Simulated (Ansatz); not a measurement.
Consider the following.

Relaxed BaGaGeH (space group P3m1):

```
CELL_PARAMETERS angstrom
      4.30636     0.00000     0.00000
     -2.15318     3.72942     0.00000
      0.00000     0.00000     5.09325
ATOMIC_POSITIONS crystal
  Ba 0.33333 0.66667 0.99969
  Ga 0.00000 0.00000 0.54674
  Ge 0.66667 0.33333 0.44647
  H  0.00000 0.00000 0.88699
```

In this cell atom 3 (Ge, nearest neighbour Ga at 2.538 Å; its periodic images, 4.3 Å or more away, move with it) is moved by s towards the nearest neighbour, unit vector (0.000, 0.980, 0.201); all other atoms and the cell stay fixed.

Method: PBEsol (plane waves to 420 eV, PAW, scalar-relativistic; Ansatz, an electronic-structure program). k mesh 7×7×5 (Γ-centred), Fermi-Dirac smearing 0.05 eV. The energy includes the smearing's −TS. BaGaGeH was relaxed with its symmetry unable to fall. The zero of ΔE is the undisplaced structure.

The scan covers s from -0.250 to 0.250 Å in 11 points.

Question: Is the energy the same for displacements of ±0.250 Å, and if not, which side lies higher?

Answer: Not even: the positive side lies higher at ±0.250 Å. With its periodic images moving along, the atom's site symmetry in this cell is 3m..

Question: What is the energy change at s = 0.250 Å?

Answer: 290.9 meV/cell.

Question: What force acts on the atom along the line at s = -0.250 Å?

Answer: 1.58 eV/Å.

Question: What is the force constant k = d²E/ds² of this move at s = 0?

Answer: 7.86 eV/Å².

(A displaced cell: forces are minus the slopes of the energy, force constants its curvatures, and phonons follow from these.)
